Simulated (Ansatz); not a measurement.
Relaxed MoSi2 (MoSi2 type, space group I4/mmm):

```xyz
6
Lattice="-3.2017 3.2017 7.8186 0.0000 0.0000 7.8186 1.6009 1.6009 -3.9093" Properties=species:S:1:pos:R:3 pbc="T T T"
Mo     0.0000     0.0000     0.0000
Mo     0.0000     3.2017     0.0000
Si     1.6009     1.6009    -1.2877
Si     0.0000     3.2017     2.6216
Si     1.6009     1.6009     1.2877
Si     0.0000     3.2017     5.1970
```

A phonon eigenvector at X = (0.5, 0.5, 0.0) is frozen into this cell: atom i moves by Q times the vector below, so Q is the largest atomic displacement, in Å. The cell is held. (q is in reciprocal vectors of the primitive cell; the cell shown is doubled to hold the pattern.)

```json
[
 {"atom": "Mo1", "x": "0.616", "y": "0.616", "z": "0.000"},
 {"atom": "Mo2", "x": "-0.616", "y": "-0.616", "z": "0.000"},
 {"atom": "Si3", "x": "0.707", "y": "0.707", "z": "0.000"},
 {"atom": "Si4", "x": "-0.707", "y": "-0.707", "z": "0.000"},
 {"atom": "Si5", "x": "0.707", "y": "0.707", "z": "0.000"},
 {"atom": "Si6", "x": "-0.707", "y": "-0.707", "z": "0.000"}
]
```

Calculation: r2SCAN (plane waves to 500 eV, PAW, scalar-relativistic; Ansatz, a quantum-chemistry and plane-wave program). k mesh 14×14×14 (Γ-centred), Fermi-Dirac smearing 0.05 eV. Energies are smeared free energies. With partly filled bands, energies and forces of such displacements shift with the k mesh and the smearing. MoSi2 is run without spin polarisation. MoSi2 was relaxed with its symmetry unable to fall. The zero of ΔE is the undisplaced structure.

```csv
Q (Å),ΔE (meV/cell)
-0.100,208
-0.067,93
-0.033,23
0.000,0
0.033,23
0.067,93
0.100,208
```

Q: Which DFPT wavenumber at X = (0.5, 0.5, 0.0) belongs to this mode?
(A) 268 cm⁻¹
(B) 314 cm⁻¹
(C) 211 cm⁻¹
(D) 381 cm⁻¹

A: C, 211 cm⁻¹. The curvature of the scan gives 211 cm⁻¹

(For displaced atoms, the force is minus the slope of the energy, and its curvature is a force constant, which sets phonon frequencies.)
